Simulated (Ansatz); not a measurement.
Relaxed BN (wurtzite):

```
CELL_PARAMETERS angstrom
      5.08665     0.00000     0.00000
     -1.27166     2.20258     0.00000
      2.54333     0.00000     4.20685
ATOMIC_POSITIONS crystal
  B  0.83338 0.33333 0.99990
  B  0.33338 0.33333 0.99990
  B  0.91672 0.66667 0.49990
  B  0.41672 0.66667 0.49990
  N  0.02068 0.33333 0.62530
  N  0.52068 0.33333 0.62530
  N  0.10402 0.66667 0.12530
  N  0.60402 0.66667 0.12530
```

The atoms are displaced by Q × the pattern below (from a DFPT mode at L = (0.5, 0.0, 0.5), largest move 1; Q in Å), at fixed cell. It is one choice among 2 degenerate patterns. (q is in reciprocal vectors of the primitive cell; the cell shown is doubled to hold the pattern.)

| atom | x | y | z |
|---|---|---|---|
| B1 | -0.151 | -0.087 | 0.227 |
| B2 | 0.151 | 0.087 | -0.227 |
| B3 | 0.558 | 0.322 | -0.765 |
| B4 | -0.558 | -0.322 | 0.765 |
| N5 | 0.388 | 0.224 | -0.327 |
| N6 | -0.388 | -0.224 | 0.327 |
| N7 | 0.269 | 0.155 | 0.640 |
| N8 | -0.269 | -0.155 | -0.640 |

Calculation: r2SCAN (plane waves to 500 eV, PAW, scalar-relativistic; Ansatz, a first-principles code). k mesh 15×15×15 (Γ-centred), Fermi-Dirac smearing 0.05 eV. BN was relaxed with its symmetry unable to fall. The PAW data are Ansatz's earlier set. 

| Q (Å) | −dE/dQ from forces (eV/Å) |
|---|---|
| -0.280 | 59.760 |
| -0.233 | 43.769 |
| -0.187 | 31.377 |
| -0.140 | 21.535 |
| -0.093 | 13.443 |
| -0.047 | 6.455 |
| 0.000 | 0.000 |
| 0.047 | -6.455 |
| 0.093 | -13.443 |
| 0.140 | -21.535 |
| 0.187 | -31.377 |
| 0.233 | -43.769 |
| 0.280 | -59.760 |

**Question.** What harmonic wavenumber does the curvature at Q = 0 give?

**Answer.** 896 cm⁻¹. E″ = 136.40 eV/Å², M = Σ mᵢ|uᵢ|² = 46.2 u, ν̃ = 521.5·√(|E″|/M).

(A displaced cell: forces are minus the slopes of the energy, force constants its curvatures, and phonons follow from these.)
